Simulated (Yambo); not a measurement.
```
CdZnS2
1.0
    3.92812     0.00000     0.00000
    0.00000     3.92812     0.00000
    0.00000     0.00000     5.65245
S Zn Cd
2 1 1
Direct
  0.50000   0.00000   0.27543
  0.00000   0.50000   0.72457
  0.00000   0.00000   0.50000
  0.50000   0.50000   0.00000
```

CdZnS2 (space group P-4m2, No. 115): mean Im ε in 1 eV windows above the direct gap of 2.58 eV, for different electron-hole kernels (Yambo, broadening 0.15 eV, PBEsol (pw.x of Quantum ESPRESSO, ONCV potentials, with spin-orbit coupling) bands; 6×6×4 mesh, 10 valence and 6 conduction bands, static screening with 118 bands and a 4 Ry block, scissor 1.22 eV, Tamm-Dancoff; field along x).

| window (eV) | independent quasiparticles | RPA (no attraction) | BSE |
|---|---|---|---|
| 2.6 to 3.6 | 1.2 | 1.1 | 2.0 |
| 3.6 to 4.6 | 2.6 | 2.4 | 5.2 |
| 4.6 to 5.6 | 4.1 | 3.8 | 6.1 |
| 5.6 to 6.6 | 6.0 | 5.5 | 6.4 |

This run doesn't resolve bound excitons or single peaks, so only averages are given, and they too depend on the mesh; weight that the attraction moves below the gap isn't listed. All transitions below 6.73 eV are in the band window. The scissor comes from a G0W0 run whose convergence isn't established.

Geometry relaxed with PBEsol.

The structure is a Materials Project entry; no match was found in the copy of COD used, and its stability was not checked.
